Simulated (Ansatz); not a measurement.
## MgH$_{2}$: pressure against volume

MgH$_{2}$, Fm-3m, a = 4.727 Å. The structure is a Materials Project entry; whether it is the stable form wasn't checked. Ansatz: r2SCAN, PAW, 500 eV, Γ-centred 16×16×16 mesh on 3 atoms, Gaussian smearing 0.10 eV; no spin polarisation. Symmetry fixes shape and atoms, so the cell is only scaled; pressure is positive in compression.

```tsv
V (Å³/atom)	P (GPa)
8.273	?
8.537	1.99
8.801	-0.02
9.065	-1.77
9.329	-3.30
```

Take V0 = 8.801 Å³/atom, count pressures from its P0 = -0.02 GPa, fit the third-order Birch–Murnaghan form to the other rows, and predict the missing pressure.

With the Eulerian strain f = ½[(V0/V)^(2/3) − 1] and y = (P − P0)/[3f(1 + 2f)^(5/2)], the form is the line y = B0 + 1.5 B0 (B0′ − 4) f. Rows (f, y): 0.01026, 62.1; -0.00976, 62.8; -0.01905, 63.2. Means f = -0.006183, y = 62.700; Σ(Δf)² = 0.0004487, ΣΔfΔy = -0.01666; the slope is their ratio. y = 62.47 − 37.12 f GPa, so B0 = 62.5 GPa and B0′ = 4 + 2 × (-37.12)/(3 × 62.47) = 3.60. At V = 8.273, f = 0.02105, y = 61.69 and P = 4.30 GPa. The run gave 4.28 GPa, so the fit is 0.02 GPa too high, a small miss on the scale of the series. The form still works here, 33 % of the fitted range beyond its end.